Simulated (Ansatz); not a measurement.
The relaxed structure here is a generated cell of MgAu: the first start was made by a random draw of sites in a space group, and the end was not matched to a known phase here, so it may be hypothetical.

One starting cell of MgAu (a randomly generated symmetric cell of MgAu (space group No. 194)) was relaxed twice with Ansatz (plane waves, PAW, scalar-relativistic): with PBEsol at 420 eV and with PBE at 420 eV. The PBEsol result:

```yaml
crystal:
  lattice:
    - [2.99761, 0.00000, 0.00000]
    - [-1.49880, 2.59600, 0.00000]
    - [0.00000, 0.00000, 19.37895]
  atoms:
    - { symbol: Au, position: [0.00000, 0.00000, 0.00000] }
    - { symbol: Au, position: [0.00000, 0.00000, 0.50000] }
    - { symbol: Au, position: [0.66667, 0.33333, 0.25000] }
    - { symbol: Au, position: [0.33333, 0.66667, 0.75000] }
    - { symbol: Mg, position: [0.00000, 0.00000, 0.86292] }
    - { symbol: Mg, position: [0.00000, 0.00000, 0.63708] }
    - { symbol: Mg, position: [0.00000, 0.00000, 0.13708] }
    - { symbol: Mg, position: [0.00000, 0.00000, 0.36292] }
```

| quantity | PBEsol | PBE |
|---|---|---|
| space group | P6₃/mmc | P6₃/mmc |
| volume (Å³/atom) | 18.85 | 19.98 |
| a (Å) | 2.998 | 3.081 |
| c (Å) | 19.379 | 19.449 |
| gap (eV, no spin-orbit coupling) | 0.00 | 0.00 |

Both levels end in the same structure; PBE's volume is 6.0 % larger. Neither column is exact.

No spin polarisation in the result.

The run could not lose the symmetry of its start: the end is stationary, and may be a saddle point rather than a minimum.

Ansatz is a first-principles code.
